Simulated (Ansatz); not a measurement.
# One run on NiRh (R-3m): exchange couplings and spin waves by the force theorem

The calculation used DFT, PBEsol, PAW with Ansatz's default frozen-core files, scalar-relativistic in Ansatz.

Command: `ansatz run input.yaml --threads 2 --pin off --max-ram 5120MiB --backend cpu --events-out ev --progress --plain --runs-dir out`

```yaml
crystal:
  lattice:
    - [1.31412834, 0.7587123509, 4.1117064147]
    - [-1.31412834, 0.7587123509, 4.1117064147]
    - [0.0, -1.5174247017, 4.1117064147]
  atoms:
    - { symbol: Ni, position: [0.0, 0.0, 0.0], spin: 0.7 }
    - { symbol: Rh, position: [0.5, 0.5, 0.5], spin: 0.3 }
magnetization:
  spin_polarized: true
kpoints:
  mp_grid: { grid: [12, 12, 12] }
  band_path:
    path:
      - [0.0, 0.0, 0.0]
      - [0.5, 0.5, 0.5]
      - [0.8106336994, 0.1893663006, 0.5]
      - [0.5, -0.1893663006, 0.1893663006]
      - [0.5, 0.0, 0.0]
      - [0.0, 0.0, 0.0]
      - [0.3446831503, -0.3446831503, 0.0]
      - [0.6553168497, 0.0, 0.3446831503]
      - [0.5, 0.0, 0.5]
    npoints: 8
scf:
  occupations: { method: fermi_dirac, width: 0.05 }
  lower_state_search: "off"
hamiltonian:
  xc: pbesol
  pseudopotentials: { kind: paw }
output:
  eigenvalues: false
  eigenstates:
    nscf_kmesh: { grid: [12, 12, 12] }
    top_band: c21
    exchange_couplings: { magnetic: [{ species: Ni }] }
```

The program prints:

```
settings of this run that can trade accuracy for cost: output.eigenvalues: false. Do not mix this run's numbers with those of runs without the same settings; the input reference describes each key
basis.fft_grid_basis auto: the FFT boxes are laid along the combinations [[1, 0, -1], [0, 1, -1], [0, 0, 1]] of the cell's own vectors, 2.628, 2.628 and 4.383 Å long. The dense box has 18×18×30 points. Along the cell's own vectors, as sized, it would have 30×30×30, 2.78 times as many. Of the 12 symmetry operations that the crystal satisfies within crystal.symmetry.tolerance (time reversal apart; o …
Engine: ansatz 0.2.0
Pseudopotentials: kind: paw
Pseudopotential: Ni, paw, valence charge 18, recommended cutoff 420 eV (normal), Ni.paw.azcp
Pseudopotential: Rh, paw, valence charge 17, recommended cutoff 420 eV (normal), Rh.paw.azcp
Functional definition: PBEsol
  exchange = pbesol_x
  correlation = pbesol_c
Crystal: 2 atoms, lattice volume = 24.597 Å³
Basis set: ecut = 420 eV, 493 PW (Γ), FFT grids on a1−a3, a2−a3, a3
Bands: 22, of which v1, the nominal top of the filled ones, is band 18 counted from 1 (17 counted from 0)
Symmetry: 12 space group operations
Space group: R-3m (ITA 166), of the structure as read, at distance tolerance 2.9e-5 Å
Magnetic group: BNS 166.97 (UNI 1327), of the structure as read, at distance tolerance 2.9e-5 Å
k-points: 189 of 1728
Non-local potential: Ni, projectors of the file, l = 0: 3, l = 1: 2, l = 2: 3, l = 3: 1
Non-local potential: Rh, projectors of the file, l = 0: 3, l = 1: 2, l = 2: 2, l = 3: 1
PAW form: soft (Blöchl's): semilocal exchange-correlation on the pseudo side does not see the compensation charge
PAW frozen core: Ni, regenerated for the run's functional, and the local potential with it (the file was generated under x = pbe(κ = 0.804, μ = 0.2195149727645171), c = pbe(β = 0.06672455060314922))
PAW frozen core: Rh, regenerated for the run's functional, and the local potential with it (the file was generated under x = pbe(κ = 0.804, μ = 0.2195149727645171), c = pbe(β = 0.06672455060314922))
PAW one-centre angular grid: Ni, 590 points (default); XC on 64 Gauss nodes
PAW one-centre angular grid: Rh, 590 points (default); XC on 64 Gauss nodes
Initial density: superposition of atomic densities (chi_scale 0.1, normalization cell)
Starting moments: Σ|m| = 1 μB on 2 of 2 sites
Initial wavefunctions: pseudopotential atomic-orbital guess
Functional: x = pbesol(κ = 0.804, μ = 0.12345679012345678), c = pbesol(β = 0.046)
SCF iter   1: F=—  HF=-12146.377198 eV  |F-HF|=—  |Δ(HF+E_count)|=         —  Δρ=1.85e-1 (↑1.17e-1 ↓1.85e-1)  dr2=2.76e1  dr2_m=6.39e-1  M=0.278 μB ∫|m|=0.307 μB  β_m=0.30  ethr=3.10e-3  ⟨swp⟩=5.1  Hψ=32089  notcnv=0
preconditioner: auto → none  [metal: Δε(μ)=0.009 eV  Ē_g=9.254 eV  σ=0.050 eV  W_gap=0.05  n_scr=8 (ndim 8)  ℏωp=32.6 eV  f_vac=0.000  D(μ)=1.87/eV (n_scr^D=22)  sad-step TF]
[...]
SCF iter  20: F=—  HF=-12143.584804 eV  |F-HF|=—  |Δ(HF+E_count)|=   6.82e-7  Δρ=7.57e-5 (↑4.67e-5 ↓7.57e-5)  dr2=2.73e-6  dr2_m=1.11e-7  M=0.989 μB ∫|m|=1.055 μB  β_m=0.73  ethr=7.71e-9  ⟨swp⟩=1.5  Hψ=9860  notcnv=0
SCF iter  21: F=—  HF=-12143.584804 eV  |F-HF|=—  |Δ(HF+E_count)|=   6.96e-8  Δρ=2.07e-5 (↑1.54e-5 ↓2.07e-5)  dr2=2.02e-7  dr2_m=3.10e-8  M=0.988 μB ∫|m|=1.054 μB  β_m=0.70  ethr=7.71e-9  ⟨swp⟩=1.0  Hψ=8316  notcnv=0
SCF iter  22: F=-12143.584804 eV  HF=-12143.584804 eV  |F-HF|=6.73e-9  |Δ(HF+E_count)|=   3.18e-8  Δρ=4.31e-6 (↑3.16e-6 ↓4.31e-6)  dr2=7.74e-9  dr2_m=1.49e-9  M=0.987 μB ∫|m|=1.053 μB  ethr=2.86e-10  ⟨swp⟩=2.2  Hψ=16730  notcnv=0
SCF 1 converged in 22 iterations: F = -12143.584804 eV  dr2 = 7.74e-9
  greatest PAW one-centre occupation: 1.001 electrons in one spin orbital (limit 2), on the Ni atom at site 0 (counted from 0), in its partial waves of l = 1
NSCF: frozen V_eff on 65 k-points
NSCF: frozen V_eff on 189 k-points
Exchange couplings: 0 of 2 parts done
Exchange couplings: 1 of 2 parts done
Exchange couplings: 0 of 7 parts done
Exchange couplings: 1 of 7 parts done
Exchange couplings: 2 of 7 parts done
Exchange couplings: 3 of 7 parts done
Exchange couplings: 4 of 7 parts done
Exchange couplings: 5 of 7 parts done
Exchange couplings: 6 of 7 parts done
SCF converged after 22 iterations
Magnetization: 0.9870 μB (17.9935 up, 17.0065 down)
Absolute magnetization: 1.0535 μB (∫|ρ↑−ρ↓|, with the PAW one-centre terms)
Spin contamination: 0.0105 ħ² per cell (⟨S²⟩ above its minimum at these occupations)
Per-site moments (μB) at R_I (Å): [(0.6653174450988274, 1.0540250929184372), (0.3436192966225732, 1.0540250929184372)]
Free energy (F): -12143.584804 eV
Harris-Foulkes:  -12143.584804 eV  (|F-HF|=6.73e-9)
Internal energy: -12143.553095 eV  (E = F + TS)
E sigma→0 (E₀):  -12143.568950 eV
Entropy (-TS):   -0.031708 eV (-15.854 meV/atom)
Fermi energy:    20.334214 eV
--- Per-component energies (eV) ---
  E_band       = -361.656842
  E_kinetic    = 855.972627
  E_local      = -5073.417154  (includes V_loc(G=0)·N_el)
  E_nonlocal   = 993.600820
  E_hartree    = 2022.432383
  E_xc         = -305.122541
  E_vxc        = -387.342144  (∫ρ·V_xc dr)
  E_paw        = -5118.965311  (= ΣΔE_a)
  E_vpaw       = -795.339042  (= ΣTr[D̂ρ^β])
  E_aug_tail   = 0.001298  (compensation charges beyond the density's cutoff)
  E_ewald      = -5518.528705
  E_core_change = 0.473489  (= ΣΔE_core)
  E_smearing   = -0.031708  (= −TS)
  E_closure    = -0.000000  (closes the sum)
  Σ components = -12143.584804   (vs F -12143.584804, Δ=0.00e0)
--- Band table (eV; the first three rows and the last of 378) ---
  k-point 0 ↑: bands = ["-82.9667", "-58.4365", "-43.6290", "-43.3810", "-43.3810", "-26.2971", "-25.9944", "-25.9944", "11.8145", "14.5751", "17.1471", "17.1471", "17.7943", "17.7943", "17.9385", "19.1442", "19.1442", "20.5115", "20.5115", "20.9895", "28.3081", "36.7890"]
  k-point 1 ↑: bands = ["-82.9660", "-58.4298", "-43.6282", "-43.3871", "-43.3825", "-26.2907", "-26.0431", "-26.0059", "12.0594", "14.7647", "17.0142", "17.3086", "17.6701", "17.8614", "17.9915", "19.0387", "19.1796", "19.4163", "20.4386", "22.3176", "28.3670", "37.0641"]
  k-point 2 ↑: bands = ["-82.9641", "-58.4113", "-43.6259", "-43.4037", "-43.3867", "-26.2731", "-26.1753", "-26.0372", "12.7506", "15.2465", "16.7199", "17.2734", "17.6992", "18.0911", "18.1278", "18.3937", "18.9329", "19.3140", "20.2393", "23.9005", "28.6286", "35.7955"]
  k-point 188 ↓: bands = ["-82.1490", "-58.1585", "-42.8307", "-42.5833", "-42.5833", "-25.9904", "-25.7219", "-25.7219", "13.8778", "14.1819", "17.2892", "17.7188", "17.7188", "18.3856", "18.9328", "18.9328", "19.5159", "19.5159", "20.0166", "20.0166", "34.6383", "37.4232"]
settings of this run that can trade accuracy for cost: output.eigenvalues: false. Do not mix this run's numbers with those of runs without the same settings; the input reference describes each key
```

exchange_couplings.tsv:

```
# site	partner	cell_1	cell_2	cell_3	displacement_x_ang	displacement_y_ang	displacement_z_ang	distance_ang	coupling_mev
# format = ansatz-exchange-couplings/3
# nscf_kmesh_grid = 12 12 12
# n_bands = 39
# mesh_fermi_ev = 20.334
# occupation_method = fermi_dirac
# smearing_width_ev = 0.05
# xc_rung = gga
# a1_ang = 1.3141 0.75871 4.1117
# a2_ang = -1.3141 0.75871 4.1117
# a3_ang = 0 -1.5174 4.1117
# atom = 0 Ni magnetic 0 0 0 0.7381 0.27812 0.0033412 -
# atom = 1 Rh relaxed 0.5 0.5 0.5 0.25018 0.053016 0.00045053 -
# moments = constrained
# kernel_scale = 1.0006
# constrained_moments_mub = 0.66514
# turning_moments_mub = 0.98828
# rigid_open_turn_ev = -0.0013327
# field_residual = 0.0018688
# moved_by_upper_bands = 0.0033522
# mean_field_moved_by_upper_bands = 0.0022472
# mean_field_temperature_k = 371.57
# mean_field_q_frac = 0.083333 0.083333 0.083333
# no_ordering_temperature = state_not_lowest
# no_stiffness = state_not_lowest
# whole_within_ang = 15.77
0	0	-1	0	1	-1.3141	-2.2761	9.23e-12	2.6283	6.1283
0	0	-1	1	0	-2.6283	0	7.1054e-15	2.6283	6.1283
0	0	0	-1	1	1.3141	-2.2761	9.23e-12	2.6283	6.1283
0	0	0	1	-1	-1.3141	2.2761	-9.2228e-12	2.6283	6.1283
0	0	1	-1	0	2.6283	0	7.1054e-15	2.6283	6.1283
0	0	1	0	-1	1.3141	2.2761	-9.2228e-12	2.6283	6.1283
0	0	-1	0	0	-1.3141	-0.75871	-4.1117	4.3828	2.1267
0	0	0	-1	0	1.3141	-0.75871	-4.1117	4.3828	2.1267
0	0	0	0	-1	0	1.5174	-4.1117	4.3828	2.1267
0	0	0	0	1	0	-1.5174	4.1117	4.3828	2.1267
0	0	0	1	0	-1.3141	0.75871	4.1117	4.3828	2.1267
0	0	1	0	0	1.3141	0.75871	4.1117	4.3828	2.1267
0	0	-2	1	1	-3.9424	-2.2761	9.23e-12	4.5523	-0.17176
0	0	-1	-1	2	0	-4.5523	1.846e-11	4.5523	-0.17176
0	0	-1	2	-1	-3.9424	2.2761	-9.2228e-12	4.5523	-0.17176
0	0	1	-2	1	3.9424	-2.2761	9.23e-12	4.5523	-0.17176
0	0	1	1	-2	0	4.5523	-1.8446e-11	4.5523	-0.17176
0	0	2	-1	-1	3.9424	2.2761	-9.2228e-12	4.5523	-0.17176
0	0	-1	-1	1	0	-3.0348	-4.1117	5.1104	-1.0412
[...]
```

magnon_bands.tsv:

```
# distance_inv_ang	q_1	q_2	q_3	is_on_mesh	least_cost_mev	mode	energy_mev	sense
# format = ansatz-magnon-bands/1
# nscf_kmesh_grid = 12 12 12
# whole_turn_by_bands_mev = 1.8958
# magnetic_atoms = 0
# least_rotation_mev = -1.1605
# least_rotation_q_frac = 0.083333 0.083333 0.083333
# least_rotation_pattern = 1 0
0	0	0	0	1	0	1	0	1
0.095508	0.0625	0.0625	0.0625	0	-0.79719	1	-3.2266	1
0.19102	0.125	0.125	0.125	0	-1.454	1	-5.8849	1
0.28652	0.1875	0.1875	0.1875	0	-0.60812	1	-2.4614	1
0.38203	0.25	0.25	0.25	1	1.3961	1	5.6507	1
0.47754	0.3125	0.3125	0.3125	0	4.8789	1	19.747	1
0.57305	0.375	0.375	0.375	0	9.6466	1	39.044	1
0.66855	0.4375	0.4375	0.4375	0	14.478	1	58.601	1
0.76406	0.5	0.5	0.5	1	16.727	1	67.701	1
0.94971	0.53883	0.46117	0.5	0	19.376	1	78.425	1
1.1354	0.57766	0.42234	0.5	0	26.433	1	106.98	1
1.321	0.61649	0.38351	0.5	0	37.144	1	150.34	1
1.5067	0.65532	0.34468	0.5	0	47.74	1	193.22	1
1.6923	0.69415	0.30585	0.5	0	56.31	1	227.91	1
1.878	0.73298	0.26702	0.5	0	62.821	1	254.27	1
2.0636	0.7718	0.2282	0.5	0	67.058	1	271.41	1
2.2493	0.81063	0.18937	0.5	0	68.588	1	277.61	1
2.3171	0.7718	0.14202	0.46117	0	68.891	1	278.83	1
2.385	0.73298	0.094683	0.42234	0	69.773	1	282.4	1
2.4529	0.69415	0.047342	0.38351	0	70.942	1	287.14	1
2.5208	0.65532	0	0.34468	0	71.518	1	289.46	1
2.5886	0.61649	-0.047342	0.30585	0	70.942	1	287.14	1
2.6565	0.57766	-0.094683	0.26702	0	69.773	1	282.4	1
2.7244	0.53883	-0.14202	0.2282	0	68.891	1	278.83	1
2.7922	0.5	-0.18937	0.18937	0	68.588	1	277.61	1
2.9054	0.5	-0.1657	0.1657	0	68.138	1	275.79	1
3.0186	0.5	-0.14202	0.14202	0	66.099	1	267.53	1
3.1318	0.5	-0.11835	0.11835	0	61.814	1	250.19	1
3.2449	0.5	-0.094683	0.094683	0	55.874	1	226.15	1
3.3581	0.5	-0.071012	0.071012	0	49.648	1	200.95	1
3.4713	0.5	-0.047342	0.047342	0	43.815	1	177.34	1
3.5845	0.5	-0.023671	0.023671	0	39.042	1	158.02	1
3.6976	0.5	0	0	1	37.074	1	150.05	1
3.8731	0.4375	0	0	0	37.44	1	151.54	1
4.0485	0.375	0	0	0	38.228	1	154.73	1
4.224	0.3125	0	0	0	37.06	1	150	1
4.3994	0.25	0	0	1	30.417	1	123.11	1
[...]
```

In the table E = −Σ J e_i·e_j over ordered pairs, so positive J favours parallel moments; the file's long notes are left out. The flag state_not_lowest says that some rotation lowers the energy by these couplings, so the mean-field temperature in the header isn't an ordering temperature of this state, and negative spin-wave energies mark the unstable rotations. Convergence in k wasn't tested.

Site moments (μB): Ni1 0.67, Rh2 0.34. Cell moment 0.99 μB.

The magnetic group in the log treats spin as a scalar label, without spin–orbit coupling.

The PAW files were made with PBE; the program remakes their cores once for the run's functional and then keeps them frozen. The Ansatz runs typed with the search for lower states off end where their start leads. None of this fixes the real material's magnetic order: only patterns that fit the cell were computed, without spin fluctuations and on one mesh and smearing, with a functional that can overstate moments.

It took 3.1 min on 2 threads of Intel(R) Xeon(R) 6975P-C (Granite Rapids), with other jobs on the host, peak memory 0.99 GiB.
